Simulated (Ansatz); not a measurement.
Mo:
```xyz
2
Lattice="2.7302 0.0000 0.0000 -1.3651 2.3644 0.0000 0.0000 0.0000 4.8373" Properties=species:S:1:pos:R:3 pbc="T T T"
Mo     0.0000     1.5763     1.2093
Mo     1.3651     0.7881     3.6279
```

Relaxed with PBEsol. Special points in fractions of this cell's reciprocal vectors: Γ (0.000, 0.000, 0.000); M (0.500, 0.000, 0.000); K (0.333, 0.333, 0.000); A (0.000, 0.000, 0.500); L (0.500, 0.000, 0.500); H (0.333, 0.333, 0.500).

List the band energies nearest the Fermi level at these points for PBEsol with spin–orbit coupling in the plane-wave PAW code Ansatz.

In eV from the Fermi level; about four levels below and three above (degenerate sets whole), none deeper than 8.9 eV; points with the same levels are listed once.

```json
[
 {"k": "Γ", "below": "-0.27 -0.27 -0.07 -0.07", "above": "0.67 0.67 1.43 1.43"},
 {"k": "M", "below": "-0.28 -0.28 -0.21 -0.21", "above": "3.83 3.83 4.64 4.64"},
 {"k": "K", "below": "-1.55 -1.55 -1.48 -1.48", "above": "0.27 0.27 2.57 2.57"},
 {"k": "A", "below": "-0.58 -0.58 -0.58 -0.58", "above": "2.78 2.78 2.78 2.78"},
 {"k": "L", "below": "-3.43 -3.43 -3.43 -3.43", "above": "1.25 1.25 1.25 1.25"},
 {"k": "H", "below": "-1.16 -1.16 -1.13 -1.13", "above": "0.35 0.35 0.45 0.45"}
]
```

Space group P6_3/mmc (hcp (Mg type)). The start of the workflow was typed in or built on a structure type; the Crystallography Open Database copy checked does not list it. It is not the phase usual at ambient conditions (space group No. 229). The PBEsol relaxation kept the symmetry of its start; phonons show weakly imaginary modes. The run is not spin-polarised.

Potentials: the earlier of the program's two PAW sets. The files were generated under PBE; for other functionals the program regenerates the frozen cores, and for LDA and PBEsol the local potential too.
